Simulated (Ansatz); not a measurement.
Mg3SnO:
```xyz
5
Lattice="4.3452 0.0000 0.0000 0.0000 4.3452 0.0000 0.0000 0.0000 4.3452" Properties=species:S:1:pos:R:3 pbc="T T T"
Sn     0.0000     0.0000     0.0000
O      2.1726     2.1726     2.1726
Mg     2.1726     2.1726     0.0000
Mg     2.1726     0.0000     2.1726
Mg     0.0000     2.1726     2.1726
```

Relaxed with r²SCAN. Special points in fractions of this cell's reciprocal vectors: Γ (0.000, 0.000, 0.000); X (0.000, 0.500, 0.000); M (0.500, 0.500, 0.000); R (0.500, 0.500, 0.500).

List the band energies nearest the Fermi level at these points for r²SCAN in the plane-wave PAW code Ansatz.

In eV from the Fermi level; about four levels below and three above (degenerate sets whole), none deeper than 8.9 eV; points with the same levels are listed once.

```csv
k,below,above
Γ,-6.32 -6.32 -6.32 -0.59 -0.59 -0.59,0.65 0.65 2.31
X,-5.53 -5.25 -0.76 -0.76,1.79 3.51 3.92
M,-6.07 -2.99 -2.99 -0.46,0.34 2.85 3.15 3.15
R,-6.72 -6.72 -6.72 -3.87 -3.87 -3.87,1.71 1.71 1.71
```

Space group Pm-3m (anti-perovskite). The start of the workflow was typed in or built on a structure type; neither database checked (COD, Materials Project) lists it. Its standing as an ambient phase is unchecked. Symmetry was held in the r²SCAN relaxation; whether a distortion lowers the energy is not shown. Scalar-relativistic: spin–orbit coupling is off unless named, which matters more the heavier the elements.

Potentials: the later of the program's two PAW sets.
